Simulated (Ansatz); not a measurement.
Fe (Fmmm); volume scaled by 1.1.

```
Fe
1.0
     0.00000    2.00442    2.02854
     1.54681    0.00000    2.02854
     1.54681    2.00442    0.00000
Fe
1
Cartesian
  0.0000 0.0000 0.0000
```

The reference geometry is a structure from the Materials Project; nothing is relaxed.

Functional, mesh and filling: r²SCAN, 14×14×14 k mesh, Fermi–Dirac smearing of 0.1 eV. PAW means Ansatz 0.2.0 on its default frozen-core files. Site moments are integrated in spheres about the atoms. Start moments (μB): Fe 3.

Iteration by iteration:

```tsv
iteration	Harris–Foulkes energy less the last (meV)	density residual (eV)	M (μB)	∫|m| (μB)
1	242.920	1.7e-01	2.8095	2.9010
2	97.336	5.2e-03	2.7306	2.9879
3	73.176	4.6e-03	2.7270	3.0231
4	42.560	2.0e-03	2.7364	3.0439
5	2.759	1.9e-04	2.7605	3.0832
6	0.374	9.3e-05	2.7645	3.0883
7	0.065	1.1e-05	2.7662	3.0921
8	0.022	4.5e-07	2.7672	3.0937
9	0.008	3.3e-07	2.7676	3.0944
10	0.001	5.5e-08	2.7680	3.0950
11	0.000	6.9e-09	2.7680	3.0951
12	0.000	1.9e-09	2.7681	3.0952
```

Site moments (μB): Fe 2.92. Cell moment 2.77 μB.

The PAW files were made with PBE; the program remakes their cores once for the run's functional and then keeps them frozen. The Ansatz runs typed with the search for lower states off end where their start leads. r²SCAN is known to give itinerant transition metals moments and polarisation energies that are too large. The magnetic state is the one that this cell and start allow. It needn't be the compound's measured order, which may need a larger cell or be absent.
